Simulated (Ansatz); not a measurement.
Starting cell, Tl (hcp, Mg type):

```yaml
crystal:
  lattice:
    - [7.21657, 0.00000, 0.00000]
    - [-1.80414, 3.12487, 0.00000]
    - [0.00000, 0.00000, 5.57421]
  atoms:
    - { symbol: Tl, position: [0.16667, 0.66667, 0.75000] }
    - { symbol: Tl, position: [0.66667, 0.66667, 0.75000] }
    - { symbol: Tl, position: [0.33333, 0.33333, 0.25000] }
    - { symbol: Tl, position: [0.83333, 0.33333, 0.25000] }
```

In this cell atom 1 (Tl, nearest neighbour Tl at 3.480 Å; its periodic images, 3.6 Å or more away, move with it) is moved by u·(0.707, 0.707, 0.000) + v·(0.000, 0.000, 1.000); the rest is frozen.

Computed with PBE (plane waves to 420 eV, PAW, scalar-relativistic; Ansatz, a quantum-chemistry and plane-wave program). k mesh 6×12×7 (Γ-centred), Fermi-Dirac smearing 0.05 eV. The energy includes the smearing's −TS. With partly filled bands, energies and forces of such displacements shift with the k mesh and the smearing. Spin-orbit coupling is left out, though Tl is heavy. The relaxed volume of Tl is well above the measured one; the method has no dispersion term. Tl was relaxed with its symmetry unable to fall. The last digit holds for this mesh only.

Changes of ΔE (eV/cell) from the point u = 0.000 Å, v = 0.000 Å when one coordinate moves alone (two changes are said to add if the coupling is within 5 % of the smaller one, nearly so within 20 %):

```
point                      change
-------------------------  ------
u = 0.000 Å, v = -0.520 Å  0.3042
u = 0.000 Å, v = -0.260 Å  0.0723
u = -0.520 Å, v = 0.000 Å  0.2361
u = -0.260 Å, v = 0.000 Å  0.0535
u = 0.260 Å, v = 0.000 Å   0.0483
u = 0.520 Å, v = 0.000 Å   0.2027
u = 0.000 Å, v = 0.260 Å   0.0723
u = 0.000 Å, v = 0.520 Å   0.3042
```

Q: What is the change at u = 0.520 Å, v = -0.520 Å, where both move, and how far is it from the sum?

A: The sum of the single changes is 0.2027 + (0.3042) = 0.5069; the calculation gives 0.5458, so the coupling contributes 0.0389 (under 20 % of the smaller single change, nearly additive).

Q: Do the two effects add at u = -0.260 Å, v = -0.260 Å? Give the computed change.

A: The sum of the single changes is 0.0535 + (0.0723) = 0.1258; the calculation gives 0.1262, so they add (within 5 % of the smaller single change).

Q: What is the change at u = 0.520 Å, v = -0.260 Å, where both move, and how far is it from the sum?

A: The sum of the single changes is 0.2027 + (0.0723) = 0.2750; the calculation gives 0.2805, so the coupling contributes 0.0055 (under 20 % of the smaller single change, nearly additive).

(For displaced atoms, the force is minus the slope of the energy, and its curvature is a force constant, which sets phonon frequencies.)
